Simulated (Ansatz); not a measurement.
Li₂SiS₃:
```
Li2SiS3
1.0
    5.81326    -3.38051     0.00000
    5.81326     3.38051     0.00000
    0.00000     0.00000     5.96564
Li Si S
4 2 6
Direct
  0.48784   0.18097   0.99035
  0.51216   0.81903   0.49035
  0.81903   0.51216   0.99035
  0.18097   0.48784   0.49035
  0.16341   0.83659   0.00309
  0.83659   0.16341   0.50309
  0.54238   0.15487   0.58995
  0.45762   0.84513   0.08995
  0.84513   0.45762   0.58995
  0.15487   0.54238   0.08995
  0.13936   0.86064   0.63152
  0.86064   0.13936   0.13152
```

This is the HSE06-relaxed structure. Tensor components refer to the Cartesian frame of this cell.

Problem. All from HSE06 (plane waves, PAW; program Ansatz), unless another level is named. Estimate the smallest direct gap on the standard path.

Solution. 4.36 eV.

Problem. Predict the band gap.

Solution. 4.13 eV (indirect).

Problem. Predict the conduction-band minimum.

Solution. off the standard path, at k = (0.349, -0.349, 0.328) in fractions of the reciprocal vectors.

Problem. And the valence-band maximum?

Solution. on the Γ–Z line, 95 % of the way from Γ (k = 0.000, 0.000, 0.474 in fractions of the reciprocal vectors).

Space group Cmc2_1. The workflow started from a Materials Project entry (that database holds measured and hypothetical structures alike); the Crystallography Open Database copy checked does not list it. Whether it is the stable phase at ambient conditions was not checked. The cell was relaxed with HSE06 under the symmetry of its start; its stability against distortions is not shown here. The hybrid was solved on a coarse mesh, the path and, where they were found, the r²SCAN edge points; its band edges are the extreme levels among these.

Potentials: the later of the program's two PAW sets.
